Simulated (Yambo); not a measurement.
Yambo run on CsH (CsCl type, space group Pm-3m, No. 221). The wavefunctions are norm-conserving PBEsol (Quantum ESPRESSO, 72 Ry, no spin-orbit coupling) ones on a 4×4×4 mesh (5 occupied bands); a = b = c = 3.8184 Å, α = β = γ = 90.00°.

Yambo input:

```
rim_cut
gw0
dyson
el_el_corr
HF_and_locXC
mpa
em1d
RandQpts= 1000000
RandGvec= 1 Ry
EXXRLvcs= 72 Ry
VXCRLvcs= 288 Ry
Chimod= "HARTREE"
% BndsRnXm
 1 | 121 |
%
NGsBlkXm= 10 Ry
% LongDrXm
 1.0 | 1.0 | 1.0 |
%
EnSampXm= "2l"
EnGridXm= "lP"
% EnRngeXm
 0.0 | 40.0 | eV
%
% ImRngeXm
 2.72114 | 27.21138 | eV
%
% DmRngeXm
 0.02721 | 2.72114 | eV
%
ETStpsXm= 8
IntSolXm= "PT"
% GbndRnge
 1 | 121 |
%
GTermKind= "none"
DysSolver= "n"
ExtendOut
% QPkrange
 3 | 3 | 6 | 6 |
 10 | 10 | 5 | 6 |
%
```

k points by index: 3 = X, 10 = R.

Resulting energies as the program prints them:

```
#    K-point    Band    Eo [eV]    E [eV]    E-Eo [eV]    Vxc [eV]    Vnlxc [eV]    Sc|Eo [eV]    Sc|E [eV]    dSc/dw|Eo [eV]    Re(Z)    Im(Z)
#
    3    6    2.454265    3.026879    0.572614    -7.501042    -3.434868    -3.359439    -3.493560    -6.375052    0.810178    -0.003057
    10    5    0.000000    -1.251908    -1.251908    -9.791740    -12.85666    1.378566    1.813008    -9.440704    0.742422    -0.001227
    10    6    2.583413    3.148381    0.564968    -7.638877    -3.725824    -3.214373    -3.348085    -6.442438    0.808555    -0.003132
```
(The two width columns are left out.) Convergence of these settings isn't established.

Geometry of the Materials Project entry, not relaxed at this level.

The structure is a Materials Project entry; no match was found in the copy of COD used, and its stability was not checked.
